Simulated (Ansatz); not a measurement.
## W (Pm-3n), zone-centre modes

All numbers below come from Ansatz, DFT r2SCAN, scalar-relativistic, plane waves, PAW. The runs took a 500 eV cutoff, a Γ-centred 8×8×8 mesh and Gaussian smearing (0.15 eV). Spin–orbit coupling is left out, which can shift energies with elements as heavy as these. No spin polarisation.

Zero of the scan (relaxed at this level; this form isn't the usual structure):

```xyz
8
Lattice="5.0530 0.0000 0.0000 0.0000 5.0530 0.0000 0.0000 0.0000 5.0530" Properties=species:S:1:pos:R:3 pbc="T T T"
W     0.0000    0.0000    0.0000
W     2.5265    2.5265    2.5265
W     0.0000    2.5265    1.2633
W     0.0000    2.5265    3.7898
W     1.2633    0.0000    2.5265
W     3.7898    0.0000    2.5265
W     2.5265    3.7898    0.0000
W     2.5265    1.2633    0.0000
```

Harmonic modes by finite displacements of 0.02 Å, without the LO–TO term.

**Question.** At this geometry, is the structure stable against these modes?

**Answer.** Yes: no mode is imaginary beyond 10 cm⁻¹, and only the three translations lie near zero.

**Question.** List the wavenumbers in cm⁻¹.

**Answer.** 0, 0, 0, 101, 101, 101, 136, 136, 136, 136, 136, 136, 146, 146, 146, 190, 190, 190, 202, 202, 202, 250, 253, 253.

Cost: 1 run of about 12 core-minutes, on Arm Neoverse V1 (shared hosts).